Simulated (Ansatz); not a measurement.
Relaxed-ion elastic tensor of InSb in space group Cmcm (No. 63; In on 4c, Sb on 4c) in GPa (Voigt order), DFT-PBEsol in the program Ansatz with PAW potentials; density 7.33 g/cm³, 26.80 Å³ per atom.

```
 138  19.1  22.0   0.0   0.0   0.0
19.1  73.6  48.7   0.0   0.0   0.0
22.0  48.7  81.4   0.0   0.0   0.0
 0.0   0.0   0.0  14.1   0.0   0.0
 0.0   0.0   0.0   0.0  22.7   0.0
 0.0   0.0   0.0   0.0   0.0  23.3
```

Question: Is the crystal mechanically stable?

Answer: Yes: the smallest eigenvalue of C is 14.1 GPa.

Question: Work out the Voigt, Reuss and Hill averages.

Answer: K_V = 52.4, K_R = 51.5, K_H = 52.0; G_V = 25.5, G_R = 20.3, G_H = 22.9 GPa.

Question: Give Young's modulus, Poisson's ratio, Pugh's ratio and the universal anisotropy index.

Answer: E = 9KG/(3K + G) = 59.9 GPa; ν = 0.31; K/G = 2.27 (ductile by the Pugh limit of 1.75); A_U = 5G_V/G_R + K_V/K_R − 6 = 1.31.

Question: Estimate the sound speeds and the Debye temperature.

Answer: v_l = √((K + 4G/3)/ρ) = 3360 m/s, v_t = √(G/ρ) = 1770 m/s, mean 1980 m/s; Θ = (h/k)(3n/4πV)^(1/3) v_m = 197 K.

Question: How much does each axis shrink under pressure?

Answer: Linear compressibilities β_i = Σ_j S_ij (j = 1 to 3): x 5.2, y 8.3, z 5.9 per TPa.

The workflow started from a Materials Project entry (that database holds measured and hypothetical structures alike); the Crystallography Open Database copy checked does not list it. It is not the phase usual at ambient conditions (space group No. 216). The cell was relaxed with PBEsol under the symmetry of its start; its stability against distortions is not shown here. As this level gives no gap, shear constants depend on the k-mesh and smearing (Fermi–Dirac, 0.1 eV here). Scalar-relativistic: spin–orbit coupling is off unless named, which matters more the heavier the elements.

Potentials: the later of the program's two PAW sets.
